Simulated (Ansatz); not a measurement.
**Varying the input for Rb3Ba**

All trials start from this Ansatz input:

```yaml
crystal:
  lattice:
    - [0.0, 5.51443, 5.51443]
    - [5.51443, 0.0, 5.51443]
    - [5.51443, 5.51443, 0.0]
  atoms:
    - { symbol: Rb, position: [0.25, 0.25, 0.25] }
    - { symbol: Rb, position: [0.75, 0.75, 0.75] }
    - { symbol: Rb, position: [0.5, 0.5, 0.5] }
    - { symbol: Ba, position: [0.0, 0.0, 0.0] }
basis:
  ecutwfc: 420
kpoints:
  mp_grid: { grid: [2, 2, 2] }
hamiltonian:
  xc: pbe
scf:
  occupations: { method: gaussian, width: 0.1 }
output:
  forces: true
  stress: true
  eigenvalues: true
```

Command:

```bash
ansatz run input.yaml --threads 1 --pin off --max-ram 1331MiB --backend cpu --events-out ev --progress --plain --runs-dir out
```

The run converges in 7 SCF iterations on 3 irreducible k-points: pressure -0.19 GPa, no gap.

The inputs are trials, many of them unsound on purpose. Their numbers show the effect of the settings and aren't properties of the material. Each trial's input is given as a difference from the reference's; energies are extrapolated to zero smearing where there is one, and pressure is positive in compression.

Trial 1:

```diff
 basis:
-  ecutwfc: 420
+  ecutwfc: "30 Ry"
+  precision: f64
```

How does this run end?

The run converges in 7 SCF iterations on 3 irreducible k-points: energy 0.01 meV per atom above the reference, pressure -0.19 GPa, no gap. It warns that the cutoff lies under the recommended one, 420 eV for these potentials.

Trial 2:

```diff
 crystal:
   atoms:
-    - { symbol: Rb, position: [0.25, 0.25, 0.25] }
 basis:
-  ecutwfc: 420
+  precision: f64
 kpoints:
-  mp_grid: { grid: [2, 2, 2] }
+  mp_grid: { grid: [1, 1, 1] }
+  gamma: true
 hamiltonian:
-  xc: pbe
+  xc: revpbe
+  pseudopotentials: { kind: nc }
 scf:
+  lower_state_search: standard
+  max_iter: 50
```

What happens?

The program refuses the input:

```text
Error: YAML parse error: error: line 14 column 3: unknown field `gamma`, expected one of mp_grid, list, band_path, initial_grid, further_shifts
```

Next try, without the unknown key:

```diff
 kpoints:
-  gamma: true
```

The run converges in 12 SCF iterations on 1 irreducible k-point: at 770 eV, the cutoff that these potentials take when none is typed, pressure -0.72 GPa, no gap.

Trial 3 (atom left out):

```diff
 crystal:
   atoms:
-    - { symbol: Rb, position: [0.5, 0.5, 0.5] }
+  symmetry: { detect: true }
 basis:
-  ecutwfc: 420
+  ecutwfc: 30
 hamiltonian:
-  xc: pbe
+  xc: rpbe
 scf:
+  max_iter: 83
```

What happens?

The run converges in 12 SCF iterations on 3 irreducible k-points: pressure 0.94 GPa (unreliable at so low a cutoff), no gap. It warns that the cutoff lies under the recommended one, 420 eV for these potentials.

Trial 4:

```diff
 kpoints:
-  mp_grid: { grid: [2, 2, 2] }
+  mp_grid: { grid: [1, 1, 1] }
+  band_path: { path: [[0, 0, 0], [0.5, 0, 0], [0.5, 0.5, 0.5]], npoints: 8 }
 scf:
+  n_extra_bands: 5
+  eigensolver: { real_solve: false }
+  max_iter: 71
+magnetization:
+  spin_polarized: true
+  initial_magnetization: 2.0
+  spin_locking: { lock_magnetization: hard }
```

What does the program give?

The run converges in 11 SCF iterations on 1 irreducible k-point: energy 244 meV per atom above the reference, pressure -1.32 GPa, no gap, cell moment 2.00 μB (the reference has none, and so few k-points can make one). It warns that the SCF threshold is loose for the stress.

Trial 5 (one atom moved):

```diff
 crystal:
   atoms:
-    - { symbol: Rb, position: [0.75, 0.75, 0.75] }
+    - { symbol: Rb, position: [0.7953356013, 0.7046643987, 0.7953356013] }
 basis:
+  ecutrho_ratio: 2
 kpoints:
-  mp_grid: { grid: [2, 2, 2] }
+  mp_grid: { grid: [1, 1, 1] }
 scf:
+  n_extra_bands: 3
+  max_iter: 60
+relax:
+  adjacent_minimum: "off"
+  f_tol: 0.03
+  max_steps: 30
```

What does the program give?

The relaxation ends after 5 steps and 30 SCF iterations, 12.9 meV per atom in free energy under its start, at 83.84 Å³/atom: energy 292 meV per atom above the reference, pressure -1.66 GPa, largest force 0.011 eV/Å, no gap. It warns that the density cutoff lies under the recommended one; that the SCF threshold is loose for the stress.

Trial 6:

```diff
 basis:
-  ecutwfc: 420
+  ecutwfc: 360
```

What does the program give?

The run converges in 7 SCF iterations on 3 irreducible k-points: energy 0.10 meV per atom above the reference, pressure -0.18 GPa, no gap. It warns that the cutoff lies under the recommended one, 420 eV for these potentials.

Trial 7:

```diff
 kpoints:
-  mp_grid: { grid: [2, 2, 2] }
+  mp_grid: { grid: [1, 1, 1] }
+  band_path: { path: [[0, 0, 0], [0.5, 0, 0], [0.5, 0.5, 0.5]], npoints: 4 }
 scf:
+  n_extra_bands: 12
```

What does the program give?

The run converges in 7 SCF iterations on 1 irreducible k-point: energy 292 meV per atom above the reference, pressure -1.66 GPa, no gap.

Trial 8:

```diff
-basis:
-  ecutwfc: 420
+basis: {}
 kpoints:
-  mp_grid: { grid: [2, 2, 2] }
+  mp_grid: { kspacing: 1.2 }
 hamiltonian:
-  xc: pbe
+  xc: r2scan
 scf:
+  convergence: { dr2_threshold: "1e-6 eV" }
```

What happens?

The run converges in 9 SCF iterations on 1 irreducible k-point: at 500 eV, the cutoff that these potentials take when none is typed, pressure -1.70 GPa, no gap. It warns that the SCF threshold is loose for the forces; that the SCF threshold is loose for the stress.

Trial 9:

```diff
 hamiltonian:
-  xc: pbe
+  xc: rpbe
 scf:
+  max_iter: 80
+  convergence: { dr2_threshold: "1e-11 eV" }
```

What does the program give?

The run converges in 10 SCF iterations on 3 irreducible k-points: pressure 0.17 GPa, no gap.

Trial 10:

```diff
 scf:
-  occupations: { method: gaussian, width: 0.1 }
+  occupations: { method: fermi_dirac, width: "3000 K" }
```

What happens?

The run converges in 7 SCF iterations on 3 irreducible k-points: energy 14.1 meV per atom above the reference (the smearing is far too wide for the extrapolation to zero width), pressure -0.06 GPa, no gap.